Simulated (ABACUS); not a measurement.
Consider a self-consistent single point of SiC (Cm, 2 atoms in the cell; from Materials Project mp-8062, changed as shown).

```yaml
crystal:
  lattice:
    - [0.00000, 2.15523, 2.15523]
    - [2.17699, 0.00000, 2.17699]
    - [2.17699, 2.17699, 0.00000]
  atoms:
    - { symbol: Si, position: [0.25000, 0.25000, 0.25000] }
    - { symbol: C, position: [0.00000, 0.00000, 0.00000] }
```

Level of theory: PBE, PseudoDojo 0.5 standard norm-conserving PBE (tails mended) pseudopotentials (plane waves; ABACUS 3.10.1).

ABACUS settings:

| key | value |
|---|---|
| KPT | Gamma 10 10 10 0 0 0 |
| basis_type | pw |
| dft_functional | PBE |
| ecutwfc | 82 Ry |
| smearing_method | gaussian |
| smearing_sigma | 0.000734986 Ry |
| potentials | PseudoDojo 0.5 standard norm-conserving PBE (tails mended) |
| symmetry | 1 |
| ks_solver | dav_subspace |
| scf_nmax | 100 |
| scf_thr | 1.0e-09 Ry |
| mixing_type | broyden |

**Question.** Estimate, at this level of theory: gap on the k-point mesh, pressure and largest force (vector length).

**Answer.** The run gave:

- Gap on the k-point mesh: 1.29 eV
- Pressure: 6.21 GPa
- Largest force (vector length): 0.117 eV/Å

The gap is read on the k-point mesh of the run and can differ from the gap over the whole zone at this level.

For comparison: a first run was changed to give this one (lattice vector a scaled by 0.99), and from it to this one the free energy goes up by 4.8 meV/atom, the pressure goes from 3.85 to 6.21 GPa, the largest force goes from 0.000 to 0.117 eV/Å and the gap on the mesh goes from 1.360 to 1.287 eV.

The structure comes from a collection of computed structures, made at another level of theory; the collection holds predicted forms beside known ones.

Cost on one core: roughly 2.5 core-minutes.

“Tails mended”: in these copies of the files the far tail of each local potential was reset to the Coulomb form.
